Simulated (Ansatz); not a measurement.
## YSn3 under pressure: fit and missing row

YSn3, Pm-3m, a = 4.647 Å. The structure is a COD entry; whether it is the stable form wasn't checked. Ansatz: PBEsol, PAW, 420 eV, Γ-centred 10×10×10 mesh on 4 atoms, Gaussian smearing 0.10 eV; no spin polarisation. Cell and atoms are relaxed at each pressure, and no other structure is tried, so the rows at high pressure may lie past a change of phase.

| V (Å³/atom) | P (GPa) |
| --- | --- |
| 17.028 | 60.00 |
| 19.352 | 30.01 |
| 21.341 | 14.98 |
| ? | 7.99 |
| 24.050 | 2.98 |
| 25.090 | -0.01 |
| 26.443 | -3.02 |

**Question.** Take V0 = 25.090 Å³/atom, count pressures from its P0 = -0.01 GPa, fit the third-order Birch–Murnaghan form to the other rows, and predict the missing volume.

**Answer.** With the Eulerian strain f = ½[(V0/V)^(2/3) − 1] and y = (P − P0)/[3f(1 + 2f)^(5/2)], the form is the line y = B0 + 1.5 B0 (B0′ − 4) f. Rows (f, y): 0.14743, 71.1; 0.09450, 68.7; 0.05696, 67.0; 0.01431, 64.9; -0.01720, 63.7. Means f = 0.05920, y = 67.080; Σ(Δf)² = 0.01689, ΣΔfΔy = 0.7681; the slope is their ratio. y = 64.39 + 45.49 f GPa, so B0 = 64.4 GPa and B0′ = 4 + 2 × (45.49)/(3 × 64.39) = 4.47. P = 7.99 GPa is met at f = 0.03426 (y = 65.95), so V = V0 (1 + 2f)^(−3/2) = 22.716 Å³/atom. The run gave 22.714 Å³/atom, so the fit is 0.002 Å³/atom too high, within twice the rms miss on the fitted rows (0.001 Å³/atom).